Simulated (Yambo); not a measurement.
Yambo run on ZnO (wurtzite, space group P6_3mc, No. 186). The wavefunctions are norm-conserving PBE (Quantum ESPRESSO, 84 Ry, scalar-relativistic) ones on a 6×6×4 mesh (26 occupied bands); a = 3.2373 Å, b = 3.2373 Å, c = 5.2221 Å, α = 90.00°, β = 90.00°, γ = 120.00°.

Yambo input:

```
gw0
dyson
el_el_corr
HF_and_locXC
ppa
em1d
EXXRLvcs= 84 Ry
VXCRLvcs= 336 Ry
Chimod= "HARTREE"
% BndsRnXp
 9 | 125 |
%
NGsBlkXp= 10 Ry
% LongDrXp
 1.0 | 1.0 | 1.0 |
%
PPAPntXp= 27.2114 eV
% GbndRnge
 1 | 125 |
%
GTermKind= "BG"
DysSolver= "n"
ExtendOut
% QPkrange
 1 | 1 | 26 | 27 |
%
```

k points by index: 1 = Γ.

Table of the .qp output:

```
#    K-point    Band    Eo [eV]    E [eV]    E-Eo [eV]    Vxc [eV]    Vnlxc [eV]    Sc|Eo [eV]    Sc|E [eV]    dSc/dw|Eo [eV]    Re(Z)    Im(Z)
#
    1    26    0.000000    -0.624611    -0.624611    -25.18802    -30.55878    4.577473    4.746148    -7.347043    0.787400    -0.001193
    1    27    0.869019    1.251927    0.382908    -12.62380    -9.052570    -3.112909    -3.188326    -5.358610    0.835473    -0.953370E-3
```
(The two width columns are left out.) Convergence of these settings isn't established.

Geometry of the Materials Project entry, not relaxed at this level.
